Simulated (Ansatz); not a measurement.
**Relaxing tin (simple cubic)**

Computed with Ansatz, DFT, LDA (PW92), plane waves (420 eV) with PAW, scalar-relativistic. (PAW data from PBE, frozen cores regenerated.)

k-point mesh 10×10×10, Fermi-Dirac smearing 0.1 eV, no spin polarisation. Cell and atoms relax.

Starting structure:

```yaml
crystal:
  lattice:
    - [3.11679, 0.00000, 0.00000]
    - [0.00000, 3.11679, 0.00000]
    - [0.00000, 0.00000, 3.11679]
  atoms:
    - { symbol: Sn, position: [0.00000, 0.00000, 0.00000] }
```

Question: What cell does the relaxation end in?

Answer: Pm-3m with a = 3.001 Å; 27.04 Å³ per atom against 30.28 at the start (-10.7 %).

Question: How much energy does the relaxation gain?

Answer: 58.0 meV per atom.

Path of the relaxation (the plane waves are chosen anew near the end, which can shift the energy a little):

```json
{"step": "0", "E − E(final) (meV/atom)": "57.97", "V (Å³/atom)": "30.278", "P (GPa)": "-5.11", "max force (eV/Å)": "0.000"}
{"step": "1", "E − E(final) (meV/atom)": "2.28", "V (Å³/atom)": "26.408", "P (GPa)": "1.45", "max force (eV/Å)": "0.000"}
{"step": "2", "E − E(final) (meV/atom)": "-0.22", "V (Å³/atom)": "27.178", "P (GPa)": "-0.32", "max force (eV/Å)": "0.000"}
{"step": "3", "E − E(final) (meV/atom)": "-0.39", "V (Å³/atom)": "27.035", "P (GPa)": "-0.01", "max force (eV/Å)": "0.000"}
{"step": "4", "E − E(final) (meV/atom)": "0.00", "V (Å³/atom)": "27.035", "P (GPa)": "-0.02", "max force (eV/Å)": "0.000"}
```
